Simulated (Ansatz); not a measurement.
LuSnRh: relaxation (Ansatz)

Run with:

```bash
ansatz run input.yaml --threads 2 --pin off --max-ram 3584MiB --backend cpu --events-out ev --progress --plain --runs-dir out
```

input.yaml:

```yaml
crystal:
  lattice:
    - [6.895358, 0.0, 0.0]
    - [0.0, 4.126626, 0.0]
    - [0.0, 0.0, 8.472609]
  atoms:
    - { symbol: Lu, position: [0.03837, 0.25, 0.82488] }
    - { symbol: Lu, position: [0.46163, 0.75, 0.32488] }
    - { symbol: Lu, position: [0.53837, 0.25, 0.67512] }
    - { symbol: Lu, position: [0.96163, 0.75, 0.17512] }
    - { symbol: Sn, position: [0.14215, 0.25, 0.44103] }
    - { symbol: Sn, position: [0.35785, 0.75, 0.94103] }
    - { symbol: Sn, position: [0.64215, 0.25, 0.05897] }
    - { symbol: Sn, position: [0.85785, 0.75, 0.55897] }
    - { symbol: Rh, position: [0.74589, 0.25, 0.36541] }
    - { symbol: Rh, position: [0.75411, 0.75, 0.86541] }
    - { symbol: Rh, position: [0.24589, 0.25, 0.13459] }
    - { symbol: Rh, position: [0.25411, 0.75, 0.63459] }
  symmetry: { tolerance: 0.0003 }
kpoints:
  mp_grid: { grid: [4, 7, 3], shift: [0, 0, 0] }
magnetization:
  spin_polarized: false
scf:
  occupations: { method: gaussian, width: 0.0804 }
  lower_state_search: "off"
hamiltonian:
  pseudopotentials: { kind: paw }
  xc: pbesol
basis:
  ecutwfc: 420
  fft_grid_basis: typed
relax:
  max_steps: 60
  cell: { p_target: 5.0 }
  f_tol: 0.03
output:
  forces: true
  stress: true
  eigenvalues: true
  bader: true
  populations: true
  elf: true
  write_potential: true
  volumetric_format: npy
  dos:
    e_range: [-12, 8]
    de: 0.05
    projected: { site_lists: { Lu: [Lu], Rh: [Rh], Sn: [Sn] } }
checkpoint:
  read: saved_state
```

Origin of the cell: a known structure type with other elements, at an estimated volume, so it need not be a known compound.

The saved state is a converged single point of the same cell.

Steps («new basis» is an SCF on plane waves selected anew at the same cell):

| step | ΔH (meV/atom) | max force component (eV/Å) | P (GPa) | volume (Å³) | SCF iterations | step was |
| --- | --- | --- | --- | --- | --- | --- |
| 1 | 0.0 | 0.389 | -1.10 | 241.08 | 8 | accepted |
| 2 | -22.3 | 0.345 | 12.65 | 219.46 | 9 | accepted |
| 3 | -52.7 | 0.258 | 4.76 | 229.35 | 11 | accepted |
| 4 | -59.0 | 0.269 | 4.39 | 229.98 | 8 | accepted |
| 5 | -64.2 | 0.216 | 4.90 | 228.80 | 9 | accepted |
| 6 | -66.5 | 0.090 | 5.11 | 228.79 | 8 | accepted |
| 7 | -66.7 | 0.059 | 4.95 | 228.95 | 7 | accepted |
| 8 | -66.8 | 0.002 | 5.01 | 228.89 | 7 | accepted |
| 9 | -66.7 | 0.002 | 5.03 | 228.89 | 8 | new basis |
| 10 | -66.7 | 0.003 | 4.95 | 229.00 | 7 | accepted |
| 11 | -66.7 | 0.001 | 5.02 | 228.90 | 7 | accepted |
| 12 | -66.7 | 0.001 | 5.02 | 228.90 | 6 | new basis |

Step 1, with forces in eV/Å:

```xyz
12
Lattice="6.895 0.000 0.000 0.000 4.127 0.000 0.000 0.000 8.473" Properties=species:S:1:pos:R:3:forces:R:3 pbc="T T T" step=1
Lu    0.265    1.032    6.989   -0.031    0.000    0.015
Lu    3.183    3.095    2.753    0.031    0.000    0.015
Lu    3.712    1.032    5.720   -0.031    0.000   -0.015
Lu    6.631    3.095    1.484    0.031    0.000   -0.015
Sn    0.980    1.032    3.737    0.389    0.000   -0.155
Sn    2.468    3.095    7.973   -0.389    0.000   -0.155
Sn    4.428    1.032    0.500    0.389    0.000    0.155
Sn    5.915    3.095    4.736   -0.389    0.000    0.155
Rh    5.143    1.032    3.096    0.134    0.000    0.001
Rh    5.200    3.095    7.332   -0.134    0.000    0.001
Rh    1.696    1.032    1.140    0.134    0.000   -0.001
Rh    1.752    3.095    5.377   -0.134    0.000   -0.001
```

Step 2, with forces in eV/Å:

```xyz
12
Lattice="6.611 0.000 0.000 0.000 4.124 0.000 0.000 0.000 8.049" Properties=species:S:1:pos:R:3:forces:R:3 pbc="T T T" step=2
Lu    0.231    1.031    6.633   -0.054    0.000   -0.176
Lu    3.074    3.093    2.609    0.054    0.000   -0.176
Lu    3.537    1.031    5.441   -0.054    0.000    0.176
Lu    6.380    3.093    1.416    0.054    0.000    0.176
Sn    1.006    1.031    3.541   -0.083    0.000    0.232
Sn    2.299    3.093    7.566    0.083    0.000    0.232
Sn    4.312    1.031    0.483   -0.083    0.000   -0.232
Sn    5.605    3.093    4.508    0.083    0.000   -0.232
Rh    4.963    1.031    2.958    0.121    0.000    0.345
Rh    4.954    3.093    6.983   -0.121    0.000    0.345
Rh    1.657    1.031    1.066    0.121    0.000   -0.345
Rh    1.649    3.093    5.091   -0.121    0.000   -0.345
```

Step 3, with forces in eV/Å:

```xyz
12
Lattice="6.589 0.000 0.000 0.000 4.290 0.000 0.000 0.000 8.114" Properties=species:S:1:pos:R:3:forces:R:3 pbc="T T T" step=3
Lu    0.193    1.072    6.608    0.049    0.000    0.074
Lu    3.102    3.217    2.551   -0.049    0.000    0.074
Lu    3.488    1.072    5.563    0.049    0.000   -0.074
Lu    6.396    3.217    1.506   -0.049    0.000   -0.074
Sn    1.054    1.072    3.559    0.008    0.000    0.061
Sn    2.241    3.217    7.616   -0.008    0.000    0.061
Sn    4.349    1.072    0.498    0.008    0.000   -0.061
Sn    5.535    3.217    4.555   -0.008    0.000   -0.061
Rh    4.949    1.072    3.036    0.220    0.000    0.258
Rh    4.936    3.217    7.093   -0.220    0.000    0.258
Rh    1.654    1.072    1.021    0.220    0.000   -0.258
Rh    1.641    3.217    5.077   -0.220    0.000   -0.258
```

Step 4, with forces in eV/Å:

```xyz
12
Lattice="6.590 0.000 0.000 0.000 4.357 0.000 0.000 0.000 8.010" Properties=species:S:1:pos:R:3:forces:R:3 pbc="T T T" step=4
Lu    0.155    1.089    6.513    0.147    0.000   -0.023
Lu    3.140    3.268    2.508   -0.147    0.000   -0.023
Lu    3.449    1.089    5.502    0.147    0.000    0.023
Lu    6.435    3.268    1.497   -0.147    0.000    0.023
Sn    1.088    1.089    3.494   -0.092    0.000    0.071
Sn    2.207    3.268    7.499    0.092    0.000    0.071
Sn    4.383    1.089    0.511   -0.092    0.000   -0.071
Sn    5.501    3.268    4.516    0.092    0.000   -0.071
Rh    4.990    1.089    3.041    0.083    0.000    0.269
Rh    4.894    3.268    7.046   -0.083    0.000    0.269
Rh    1.695    1.089    0.964    0.083    0.000   -0.269
Rh    1.600    3.268    4.969   -0.083    0.000   -0.269
```

Step 5, with forces in eV/Å:

```xyz
12
Lattice="6.558 0.000 0.000 0.000 4.446 0.000 0.000 0.000 7.847" Properties=species:S:1:pos:R:3:forces:R:3 pbc="T T T" step=5
Lu    0.136    1.112    6.334    0.123    0.000    0.116
Lu    3.144    3.335    2.411   -0.123    0.000    0.116
Lu    3.415    1.112    5.435    0.123    0.000   -0.116
Lu    6.423    3.335    1.512   -0.123    0.000   -0.116
Sn    1.108    1.112    3.387    0.018    0.000    0.014
Sn    2.171    3.335    7.311   -0.018    0.000    0.014
Sn    4.387    1.112    0.536    0.018    0.000   -0.014
Sn    5.450    3.335    4.459   -0.018    0.000   -0.014
Rh    4.986    1.112    3.064   -0.037    0.000    0.216
Rh    4.852    3.335    6.988    0.037    0.000    0.216
Rh    1.706    1.112    0.859   -0.037    0.000   -0.216
Rh    1.573    3.335    4.782    0.037    0.000   -0.216
```

Step 6, with forces in eV/Å:

```xyz
12
Lattice="6.600 0.000 0.000 0.000 4.441 0.000 0.000 0.000 7.805" Properties=species:S:1:pos:R:3:forces:R:3 pbc="T T T" step=6
Lu    0.151    1.110    6.308   -0.021    0.000    0.022
Lu    3.149    3.331    2.405    0.021    0.000    0.022
Lu    3.450    1.110    5.400   -0.021    0.000   -0.022
Lu    6.449    3.331    1.498    0.021    0.000   -0.022
Sn    1.112    1.110    3.336   -0.007    0.000    0.090
Sn    2.188    3.331    7.239    0.007    0.000    0.090
Sn    4.412    1.110    0.566   -0.007    0.000   -0.090
Sn    5.488    3.331    4.469    0.007    0.000   -0.090
Rh    5.022    1.110    3.097   -0.061    0.000    0.065
Rh    4.877    3.331    6.999    0.061    0.000    0.065
Rh    1.722    1.110    0.806   -0.061    0.000   -0.065
Rh    1.577    3.331    4.709    0.061    0.000   -0.065
```

Step 7, with forces in eV/Å:

```xyz
12
Lattice="6.605 0.000 0.000 0.000 4.435 0.000 0.000 0.000 7.816" Properties=species:S:1:pos:R:3:forces:R:3 pbc="T T T" step=7
Lu    0.150    1.109    6.322    0.000    0.000    0.015
Lu    3.152    3.326    2.414    0.000    0.000    0.015
Lu    3.453    1.109    5.402    0.000    0.000   -0.015
Lu    6.455    3.326    1.494    0.000    0.000   -0.015
Sn    1.104    1.109    3.353   -0.003    0.000   -0.059
Sn    2.199    3.326    7.261    0.003    0.000   -0.059
Sn    4.406    1.109    0.555   -0.003    0.000    0.059
Sn    5.502    3.326    4.463    0.003    0.000    0.059
Rh    5.011    1.109    3.100    0.000    0.000   -0.040
Rh    4.897    3.326    7.008    0.000    0.000   -0.040
Rh    1.708    1.109    0.808    0.000    0.000    0.040
Rh    1.595    3.326    4.716    0.000    0.000    0.040
```

Step 12, with forces in eV/Å:

```xyz
12
Lattice="6.606 0.000 0.000 0.000 4.441 0.000 0.000 0.000 7.803" Properties=species:S:1:pos:R:3:forces:R:3 pbc="T T T" step=12
Lu    0.150    1.110    6.314    0.000    0.000   -0.001
Lu    3.153    3.331    2.413    0.000    0.000   -0.001
Lu    3.453    1.110    5.390    0.000    0.000    0.001
Lu    6.456    3.331    1.489    0.000    0.000    0.001
Sn    1.103    1.110    3.344    0.000    0.000   -0.001
Sn    2.200    3.331    7.245    0.000    0.000   -0.001
Sn    4.406    1.110    0.558    0.000    0.000    0.001
Sn    5.503    3.331    4.459    0.000    0.000    0.001
Rh    5.013    1.110    3.096    0.000    0.000   -0.001
Rh    4.896    3.331    6.998    0.000    0.000   -0.001
Rh    1.710    1.110    0.805    0.000    0.000    0.001
Rh    1.593    3.331    4.707    0.000    0.000    0.001
```

```
Enthalpy lowered by     : 66.7 meV/atom
Volume change           : -5.05 %
Final pressure          : 5.02 GPa
Relaxation steps listed : 12
```

Caveats: no moments, though an odd count or open d shells may carry them; no spin-orbit coupling, though heavy elements are present; the relaxation held the start's symmetry, so the end may be a saddle point.

The run took 10 min on 2 threads of Intel(R) Xeon(R) Platinum 8259CL CPU @ 2.50GHz (Skylake/Cascade Lake), on a shared host, peak memory 1.1 GiB, from a saved density.
